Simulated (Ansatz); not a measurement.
Consider the following.

SiC:
Space group P-6m2 (No. 187); a = b = 2.8541 Å, c = 2.5427 Å, α = β = 90.00°, γ = 120.00°

| atom | site | symmetry | x | y | z |
|---|---|---|---|---|---|
| Si | 1a | -6m2 | 0.0000 | 0.0000 | 0.0000 |
| C | 1f | -6m2 | 0.6667 | 0.3333 | 0.5000 |

This is the r²SCAN-relaxed structure.

All from DFT-r²SCAN in the program Ansatz with PAW potentials, unless another level is named. Estimate the electronic character.

metallic (no gap).

Predict the density of states at the Fermi level.

0.26 states/eV per atom (mean over ±0.08 eV).

And the formation energy from the elements (no fitted shifts)?

1.17 eV/atom.

The cell is a constructed one: a structure type filled with these elements; neither database checked (COD, Materials Project) lists it. It is not the phase usual at ambient conditions (space group No. 186, 216). The r²SCAN relaxation kept the symmetry of its start. At this level the phase is mechanically unstable. The references are the lowest solids computed at this level, not always the standard phases.

Potentials: the later of the program's two PAW sets.
